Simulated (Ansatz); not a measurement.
Mn$_{3}$Si in space group P4/mmm (No. 123; Mn on 2g, Mn on 1c, Si on 1d) under volume change, plane-wave PAW PBEsol (Ansatz code), shape and atoms relaxed at each volume.

```json
[
 {"V (Å³/atom)": "9.552", "E − E(relaxed) (meV/atom)": "84.2", "P (GPa)": "31.14"},
 {"V (Å³/atom)": "9.867", "E − E(relaxed) (meV/atom)": "35.3", "P (GPa)": "19.01"},
 {"V (Å³/atom)": "10.182", "E − E(relaxed) (meV/atom)": "8.3", "P (GPa)": "8.71"},
 {"V (Å³/atom)": "10.497", "E − E(relaxed) (meV/atom)": "0.0", "P (GPa)": "0.00"},
 {"V (Å³/atom)": "10.812", "E − E(relaxed) (meV/atom)": "7.4", "P (GPa)": "-7.34"},
 {"V (Å³/atom)": "11.127", "E − E(relaxed) (meV/atom)": "28.1", "P (GPa)": "-13.51"},
 {"V (Å³/atom)": "11.442", "E − E(relaxed) (meV/atom)": "59.9", "P (GPa)": "-18.65"}
]
```

Task: What does a third-order Birch–Murnaghan fit give for V₀, B₀ and B′?

Result: V₀ = 10.50 Å³/atom, B₀ = 265 GPa, B′ = 4.7.

The first step of the workflow began from a Materials Project structure, measured or hypothetical; the Crystallography Open Database copy checked does not list it. COD files the formula under space group No. 225, so this cell is another polymorph or a model. Its standing as an ambient phase is unchecked. The cell was relaxed with PBEsol under the symmetry of its start, as lowered by the spin order; its stability against distortions is not shown here. Magnetic state: antiferromagnetic, chosen from 5 collinear starts compared on coarse meshes (ties went to the first, and starts can fall back to one state), not a proven ground state.

Potentials: the later of the program's two PAW sets.
